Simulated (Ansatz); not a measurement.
**Zone-centre modes in Al**

Level of theory: DFT r2SCAN, scalar-relativistic, plane waves, PAW in Ansatz. Cutoff 500 eV, Γ-centred 18×18×18 k-points, Gaussian smearing of 0.15 eV. No spin polarisation.

The undisturbed cell (relaxed at this level; this bcc form isn't the usual structure):

```xyz
2
Lattice="0.0000 -3.1887 0.0000 -3.1887 0.0000 0.0000 0.0000 0.0000 -3.1887" Properties=species:S:1:pos:R:3 pbc="T T T"
Al   -1.5944   -1.5944   -1.5944
Al    0.0000    0.0000    0.0000
```

Harmonic modes by finite displacements of 0.02 Å, without the LO–TO term. The cell doubles the primitive one, so its zone centre also holds the primitive cell's point q = (1/2, 1/2, 1/2).

**Question.** At this geometry, is the structure stable against these modes?

**Answer.** Yes: no mode is imaginary beyond 10 cm⁻¹, and only the three translations lie near zero.

**Question.** List the wavenumbers in cm⁻¹.

**Answer.** 0, 0, 0, 307, 307, 307.

Cost: 1 run of about 1 core-minutes, on Intel Xeon Processor @ 2.50GHz (Skylake/Cascade Lake) (shared hosts).